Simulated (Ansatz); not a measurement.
TlCl (CsCl type)

```xyz
2
Lattice="3.9001 0.0000 0.0000 0.0000 3.9001 0.0000 0.0000 0.0000 3.9001" Properties=species:S:1:pos:R:3 pbc="T T T"
Tl     0.0000     0.0000     0.0000
Cl     1.9500     1.9500     1.9500
```

The slice is a {210} plane (indices of the conventional cell) through the point (0.000, 0.000, 0.000) (fractional), spanned by u = [100] and v = [021] in vectors of this cell: u (3.90 Å) and v (8.72 Å, at 90° to u). It covers one period; positions are fractions (u, v).

The numbers are results of PBE (plane waves to 420 eV, PAW, scalar-relativistic; Ansatz, a first-principles code), not measurements. k mesh 9×9×9. Near the nuclei the fields are pseudised (PAW); where an atom keeps semicore shells as valence, they peak there. Spin-orbit coupling is left out, though Tl is heavy. TlCl was relaxed with its symmetry unable to fall.

Problem. Predict the map of the valence electron density on the slice.

Solution. 
```
|99764210124679|
|88753200023578|
|66542100012456|
|44321100011234|
|22211111111122|
|11111223221111|
|00012344432100|
|00123445443210|
|00123455543210|
|00123455543210|
|00123455543210|
|00112344432110|
|00011233321100|
|00001112111000|
|00000000000000|
|00000000000000|
|00000000000000|
|00001112111000|
|00011233321100|
|00112344432110|
|00123455543210|
|00123455543210|
|00123455543210|
|00123445443210|
|00012344432100|
|11111223221111|
|22211111111122|
|44321100011234|
|66542100012456|
|88753200023578|
|99764210124679|
|99864210124689|
```
Scale: ten equal steps from -1.54 (start of '0') to 0.96 (end of '9'), in the order '0123456789'. Values: log₁₀ of the valence density in e/Å³. The map has 14 points along u (one character each, u = 0 at the left) and 32 along v (v = 0 in the bottom row). The scale is logarithmic, as a density can span decades between atoms and voids.
